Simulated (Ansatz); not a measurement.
**Sc started on a Pb site and a Pb vacancy, 10.19 Å apart on the ideal sites in cubic perovskite CsPbBr3, 39 atoms, charge 0**

All numbers come from Ansatz (PAW, plane waves, no spin–orbit coupling) at the single k point (¼, ¼, ¼) without its symmetry partners. The atoms were relaxed with PBEsol in a fixed cell; other functionals are single points on those atoms unless said otherwise. The valence top and gap of the host come from its small cell on a dense mesh, with the band extrema sought between the mesh points, lined up by the mean potential, PBEsol gap 1.44 eV, r²SCAN gap 1.91 eV.

Relaxed structure:

```
Cs Sc Pb Br
1.0
    11.76333    0.00000    0.00000
     0.00000   11.76333    0.00000
     0.00000    0.00000   11.76333
Cs Sc Pb Br
8 1 6 24
Cartesian
  11.5252 11.5294 11.5234
  11.4991 11.4704 6.1615
  11.4884 6.1354 11.5076
  11.4831 6.1838 6.1305
  6.1503 11.5057 11.4802
  6.1388 11.4928 6.1875
  6.1804 6.1346 11.4926
  6.1224 6.1549 6.1256
  2.9393 2.9459 2.9260
  2.9291 2.9467 8.8219
  2.9435 8.8475 2.9311
  2.9440 8.8238 8.8199
  8.8640 2.9318 2.9399
  8.8178 2.9398 8.8188
  8.8236 8.8211 2.9402
  2.8956 2.9235 0.2228
  2.9228 2.9487 5.6136
  2.8800 8.8448 0.0074
  2.9131 8.8235 5.8657
  8.8249 3.0263 0.0089
  8.8055 2.9571 5.8670
  8.9022 8.7613 0.0362
  8.8611 8.7627 5.8513
  0.2193 2.9536 2.9218
  0.0057 2.8790 8.8443
  0.0137 8.7907 3.0033
  0.0384 8.8986 8.7791
  5.6086 2.9143 2.9073
  5.8633 2.8807 8.8223
  5.8702 8.8278 3.0161
  5.8504 8.8676 8.7576
  2.8907 0.2389 2.9250
  2.9928 0.0145 8.8150
  2.9356 5.6285 2.9033
  3.0055 5.8716 8.7972
  8.8700 0.0080 2.8389
  8.7800 0.0331 8.9159
  8.7933 5.8650 2.9286
  8.7448 5.8457 8.8458
```

Chemical potentials μ are those of reference phases of the elements at zero temperature by the same functional (the usual solids, diamond for C, grey Sn, and the molecules H2, N2, O2, F2, Cl2, Br2 and S8).

```tsv
functional	E(defect) − E(host) − Σ nμ + q·E_VBM (eV)	monopole (eV)	alignment (eV)	formation energy at E_F = VBM (eV)	moment (μB)	wall time, shared host
PBEsol	-0.24	0.00	0.00	-0.24	1.0	11 s on NVIDIA GB200 (relaxation)
r²SCAN	-0.41	0.00	0.00	-0.41	1.0	7.6 s on NVIDIA GB200
```

r²SCAN one-electron levels near the gap (the ten most localised at most), from the host's valence top:

| level (eV) | spin | filling | atoms sharing it | element of the atom with most weight |
| --- | --- | --- | --- | --- |
| 1.61 | up | 0.00 | 1.5 | Sc |
| 1.61 | down | 0.00 | 1.5 | Sc |
| 1.62 | up | 0.00 | 1.5 | Sc |
| 1.62 | up | 0.00 | 1.5 | Sc |
| 1.62 | down | 0.00 | 1.5 | Sc |
| 1.62 | down | 0.00 | 1.5 | Sc |
| 1.84 | up | 0.00 | 6.1 | Sc |
| 1.85 | up | 0.00 | 5.9 | Sc |
| 1.85 | down | 0.00 | 6.0 | Sc |
| 1.86 | down | 0.00 | 5.8 | Sc |

The charge sits partly or wholly in a band of the host, at the cell's one k point and not at the band edge, so the formation energy is too high and the charge correction doesn't apply as it stands.

PBEsol tends to spread a hole over several anions where a hybrid would trap it on one, and single points on PBEsol atoms lack that distortion.

All elements are taken at their own reference at once; growth conditions in equilibrium with the host shift these energies, by up to the host's formation enthalpy.

The ideal cubic host may itself distort, and that gain is in these energies.

One k point and a cell of this size can leave errors of several tenths of an eV in such numbers.
